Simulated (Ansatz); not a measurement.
Pd:
```
CELL_PARAMETERS angstrom
      0.00000     2.84229     2.84229
      2.84229     0.00000     2.84229
      2.84229     2.84229     0.00000
ATOMIC_POSITIONS crystal
  Pd 0.00000 0.00000 0.00000
  Pd 0.25000 0.25000 0.25000
```

Relaxed with PBEsol. Special points in fractions of this cell's reciprocal vectors: Γ (0.000, 0.000, 0.000); X (0.500, 0.000, 0.500); U (0.625, 0.250, 0.625); K (0.375, 0.375, 0.750); L (0.500, 0.500, 0.500); W (0.500, 0.250, 0.750).

Task: List the band energies nearest the Fermi level at these points for plane-wave PAW PBEsol (Ansatz code).

Result: In eV from the Fermi level; about four levels below and three above (degenerate sets whole), none deeper than 8.9 eV; … stands for higher levels left out; points with the same levels are listed once.

```
k                          below                above
-  -----------------------------  -------------------
Γ  -1.43 -1.43 -1.43 -0.15 -0.15                    …
X        -1.95 -1.95 -0.15 -0.15          1.96 1.96 …
U        -2.19 -1.97 -1.86 -0.06       0.11 1.83 2.23
L  -1.08 -1.08 -0.34 -0.34 -0.22               1.35 …
W        -2.41 -2.41 -1.99 -1.99  0.11 0.11 2.32 2.32
```

Space group Fd-3m (diamond). The start of the workflow was typed in or built on a structure type; neither database checked (COD, Materials Project) lists it. It is not the phase usual at ambient conditions (space group No. 225). The PBEsol relaxation kept the symmetry of its start. At this level the phase is mechanically unstable. No spin polarisation was allowed. Spin–orbit coupling is left out wherever it is not named.

Potentials: the later of the program's two PAW sets.
